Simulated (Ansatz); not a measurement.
Here is the system:

BiB:
```cif
data_B3Bi3
_chemical_formula_sum 'B3 Bi3'
_space_group_name_H-M_alt 'P 1'
_space_group_IT_number 1
_cell_length_a 3.88752
_cell_length_b 3.88752
_cell_length_c 8.64209
_cell_angle_alpha 90.000
_cell_angle_beta 90.000
_cell_angle_gamma 120.000
loop_
_space_group_symop_operation_xyz
  'x, y, z'
loop_
_atom_site_label
_atom_site_type_symbol
_atom_site_fract_x
_atom_site_fract_y
_atom_site_fract_z
_atom_site_occupancy
B1 B 0.50000 0.00000 0.00000 1
B2 B 0.00000 0.50000 0.66667 1
B3 B 0.50000 0.50000 0.33333 1
Bi1 Bi 0.50000 0.00000 0.50000 1
Bi2 Bi 0.00000 0.50000 0.16667 1
Bi3 Bi 0.50000 0.50000 0.83333 1
```

This is the PBEsol-relaxed structure.

Task: All from PBEsol (plane waves, PAW; program Ansatz), unless another level is named. Give the electronic character.

Result: metallic (no gap).

Task: What about the density of states at the Fermi level?

Result: 0.04 states/eV per atom (mean over ±0.08 eV).

Task: What about the formation energy from the elements (no fitted shifts)?

Result: 1.05 eV/atom.

Space group P6_222. A made-up cell: these elements were put on the sites of a structure type; neither database checked (COD, Materials Project) lists it. Its standing as an ambient phase is unchecked. The PBEsol relaxation kept the symmetry of its start; of distortions, only those at the zone centre were tested. The references are the lowest solids computed at this level, not always the standard phases. Scalar-relativistic: spin–orbit coupling is off unless named, which matters more the heavier the elements.

Potentials: the later of the program's two PAW sets.
